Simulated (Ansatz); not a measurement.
ZnInGaO$_{4}$ (InGaZnO4 type, space group R3m)

```yaml
crystal:
  lattice:
    - [1.65551, 0.95581, 8.58742]
    - [-1.65551, 0.95581, 8.58742]
    - [0.00000, -1.91161, 8.58742]
  atoms:
    - { symbol: In, position: [0.99693, 0.99693, 0.99693] }
    - { symbol: Ga, position: [0.21290, 0.21290, 0.21290] }
    - { symbol: Zn, position: [0.78126, 0.78126, 0.78126] }
    - { symbol: O, position: [0.13652, 0.13652, 0.13652] }
    - { symbol: O, position: [0.87896, 0.87896, 0.87896] }
    - { symbol: O, position: [0.28862, 0.28862, 0.28862] }
    - { symbol: O, position: [0.70480, 0.70480, 0.70480] }
```

The slice is a (0001) plane (indices of the conventional cell) through the point (0.137, 0.137, 0.137) (fractional), spanned by u = [1 0 -1] and v = [-1 2 -1] in vectors of this cell: u (3.31 Å) and v (5.73 Å, at 90° to u). It covers one period; positions are fractions (u, v).

Level of theory: r2SCAN (plane waves to 500 eV, PAW, scalar-relativistic; Ansatz, a program for electronic structure). k mesh 12×12×12. Inside the PAW spheres the values are not all-electron values, and peaks at nuclei hang on which shells count as valence. The PAW data are Ansatz's earlier set. ZnInGaO4 was relaxed with its symmetry unable to fall.

### Question
Predict the map of the valence electron density on the slice.

### Answer
```
|9986543343345689|
|8876544555445678|
|7665445666544566|
|5544446777644445|
|3333346777643333|
|2222345666543222|
|1112234555432211|
|0001234444432100|
|0001234444432100|
|0001234555432100|
|0012356676653210|
|1123467888764321|
|1223568999865322|
|2234578999875432|
|4334568999865433|
|5544567888765445|
|6654456676654456|
|7764444555444467|
|7764333333333467|
|6654322222223456|
|5543221111122345|
|4443210000012344|
|4443210000012344|
|5543210000012345|
|7665321000123566|
|8876432111234678|
|9986532212235689|
|9987543222345789|
```
Scale: ten equal steps from -1.44 (start of '0') to 0.93 (end of '9'), in the order '0123456789'. Values: log₁₀ of the valence density in e/Å³. The map has 16 points along u (one character each, u = 0 at the left) and 28 along v (v = 0 in the bottom row). The scale is logarithmic, as a density can span decades between atoms and voids.
